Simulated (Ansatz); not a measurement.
LaWN3:
```
LaWN3
1.0
    0.00000     3.90929    -4.09453
    0.00000     3.90929     4.09453
    3.96881     0.00000     0.00000
La W N
2 2 6
Direct
  0.38924   0.61076   0.50000
  0.90516   0.09484   0.50000
  0.89827   0.59048   0.00000
  0.40952   0.10173   0.00000
  0.72535   0.27465   0.00000
  0.15141   0.84859   0.00000
  0.21932   0.35550   0.00000
  0.64450   0.78068   0.00000
  0.93314   0.55934   0.50000
  0.44066   0.06686   0.50000
```

Relaxed with PBEsol. Special points in fractions of this cell's reciprocal vectors: Γ (0.000, 0.000, 0.000); Y (-0.500, 0.500, 0.000); C0 (-0.478, 0.522, 0.000); Σ0 (0.478, 0.478, 0.000); Z (0.000, 0.000, 0.500); A0 (0.478, 0.478, 0.500); E0 (-0.478, 0.522, 0.500); T (-0.500, 0.500, 0.500); S (0.000, 0.500, 0.000); R (0.000, 0.500, 0.500).

Q: List the band energies nearest the Fermi level at these points for PBEsol in the plane-wave PAW code Ansatz.

A: In eV from the Fermi level; about four levels below and three above (degenerate sets whole), none deeper than 8.9 eV; points with the same levels are listed once.

| k | below | above |
|---|---|---|
| Γ | -0.79 -0.76 -0.62 -0.60 | 1.64 1.91 2.51 |
| Y | -1.06 -0.45 -0.41 -0.28 | 1.66 2.81 2.88 |
| C0 | -1.06 -0.57 -0.30 -0.27 | 1.66 2.80 2.85 |
| Z | -2.25 -1.04 -0.27 -0.16 | 0.09 2.01 2.78 |
| A0 | -1.39 -1.29 -0.16 0.00 | 2.83 2.94 3.08 |
| T | -1.40 -1.40 -1.29 -0.16 | 0.00 2.89 2.93 |
| S | -1.57 -1.49 -0.81 -0.57 | 1.46 1.65 1.94 |
| R | -1.00 -0.83 -0.76 -0.62 | 2.33 2.78 2.84 |

Space group Amm2. The workflow started from a Materials Project entry (that database holds measured and hypothetical structures alike); the Crystallography Open Database copy checked does not list it. Whether it is the stable phase at ambient conditions was not checked. The cell was relaxed with PBEsol under the symmetry of its start. At this level the phase is dynamically unstable (imaginary phonons). No spin polarisation was allowed. Scalar-relativistic: spin–orbit coupling is off unless named, which matters more the heavier the elements.

Potentials: the later of the program's two PAW sets.
